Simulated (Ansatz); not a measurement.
All numbers below come from Ansatz 0.2.0, DFT PBE, scalar-relativistic, plane waves, PAW, and for the lanthanide a 4f-in-core norm-conserving potential. All cells share a 660 eV cutoff and Γ-centred k meshes spaced at most about 0.3 Å⁻¹ (about 0.25 or finer for metals, 2π included). No spin polarisation in the final relaxations.

These are static total energies at zero pressure.

Two relaxed structures of LiNd:

A.

```yaml
crystal:
  lattice:
    - [3.46099, 0.00000, 0.00000]
    - [-1.73049, 2.99730, 0.00000]
    - [0.00000, 0.00000, 5.59372]
  atoms:
    - { symbol: Li, position: [0.00000, 0.00000, 0.00000] }
    - { symbol: Nd, position: [0.33333, 0.66667, 0.50000] }
```

B.

```yaml
crystal:
  lattice:
    - [3.81652, 0.00000, 0.00000]
    - [0.00000, 3.81652, 0.00000]
    - [0.00000, 0.00000, 3.81652]
  atoms:
    - { symbol: Li, position: [0.00000, 0.00000, 0.00000] }
    - { symbol: Nd, position: [0.50000, 0.50000, 0.50000] }
```

Question: Which would you expect to be lower, and how large is the difference?

Answer: B is lower, by 8 meV/atom. A has Li and Nd ordered on hcp sites, space group P-6m2 (No. 187), 29.0 Å³/atom and no gap on its mesh; B has the caesium chloride type, space group Pm-3m (No. 221), 27.8 Å³/atom and no gap. Counting all near atoms (those within 1.25 times the shortest distance at each site; a plus sign parts nearer from farther groups), A has Li 12, Nd 12 and B has Li 8+6, Nd 8+6. The denser one is the lower, and pressure would at first widen the difference. Even the lower one lies +0.15 eV/atom against the reference forms of the elements (uncorrected), so neither is stable at this level. In A, Li has 6 Nd at 3.44 Å and 6 Li at 3.46 Å; Nd is surrounded by 6 Li at 3.44 Å and 6 Nd at 3.46 Å. In B, Li has 8 Nd at 3.31 Å and 6 Li at 3.82 Å; around Nd lie 8 Li at 3.31 Å and 6 Nd at 3.82 Å. Both come from invented guesses.

The k mesh leaves some 4 meV/atom of noise in the energy of each metallic cell. Cells relaxed within their symmetry can be saddle points.

The lanthanide is trivalent by construction, without f bands, f moments or other valences.
